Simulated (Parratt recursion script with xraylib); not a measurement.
# What roughness does to the fringe maxima of Hf on Si

| layer, from the top | thickness (Å) | density (g/cm³) | rms roughness of its top face (Å) | δ (10⁻⁶) | β (10⁻⁶) |
|---|---|---|---|---|---|
| Hf | 200 | 12.913 | varied | 69.61 | 9.858 |
| Si (substrate) | – | 2.313 | 2.3 | 16.75 | 0.8265 |

The refractive index is n = 1 − δ + iβ. Vacuum lies above.

Densities are inputs, not measurements. They were set from computed cells of the Materials Project: Hf from entry mp-103 (P6₃/mmc, 13.313 g/cm³, taken at 97 %); Si from entry mp-149 (Fd-3m, 2.313 g/cm³). A layer's crystal structure does not enter its constants, only its composition and density.

Calculation: specular X-ray reflectivity, Parratt recursion, Névot-Croce roughness, xraylib tables; Parratt recursion script with xraylib 4.3.0.

Photon energy 5.415 keV (λ = 2.2896 Å), s polarisation. The grazing angle θ is scanned from 0.05° to 5.94° in 900 evenly spaced points, and the curve is smoothed with a Gaussian of 0.004° full width. A maximum is a scan point above both neighbours; its place and height come from a parabola through R at the three points.

The table follows two fringe maxima, those next to orders 5.5 and 6.5 of m = (2d/λ)(sin²θ − 2δ)^½, through runs that differ in the roughness σ₁ of the film surface alone.

| σ₁ (Å) | θ of the first (°) | R there | θ of the second (°) | R there |
|---|---|---|---|---|
| 2.6 | 1.916 | 0.00219 | 2.228 | 0.00112 |
| 10 | 1.910 | ? | 2.217 | ? |

Problem. Estimate the two heights for σ₁ = 10 Å.

Solution. At a maximum the amplitudes from the film's two faces add: R ≈ (|r₁|g₁ + |r₂|g₂A)². Here q₀ = 4π sin θ/λ, qⱼ = (q₀² − 32π²δⱼ/λ²)^½ (1 film, 2 substrate), |r₁| = |q₀² − q₁²|/(q₀ + q₁)², |r₂| = |q₁² − q₂²|/(q₁ + q₂)² with the numerators taken from the constants, g₁ = exp(−q₀q₁σ₁²/2), g₂ = exp(−q₁q₂σ₂²/2), and A = exp(−16π²β₁d/(λ²q₁)) for absorption in the film.

Check on a shown row, σ₁ = 2.6 Å, second maximum: q₀ = 0.2134, q₁ = 0.2033, q₂ = 0.2110 Å⁻¹; |r₁| = 0.0242, |r₂| = 0.0186; g₁ = 0.864, g₂ = 0.893, A = 0.747; R ≈ 0.00111 against 0.00112 in the table.

- σ₁ = 10 Å, first maximum: q₀ = 0.1829, q₁ = 0.1711, q₂ = 0.1801 Å⁻¹; |r₁| = 0.0335, |r₂| = 0.0258; g₁ = 0.209, g₂ = 0.922, A = 0.707; R ≈ 5.67 × 10⁻⁴.
- σ₁ = 10 Å, second maximum: q₀ = 0.2123, q₁ = 0.2022, q₂ = 0.2099 Å⁻¹; |r₁| = 0.0244, |r₂| = 0.0188; g₁ = 0.117, g₂ = 0.894, A = 0.745; R ≈ 2.36 × 10⁻⁴.

The run gave 5.67 × 10⁻⁴ and 2.36 × 10⁻⁴; the estimates are 1.00 and 1.00 times these.
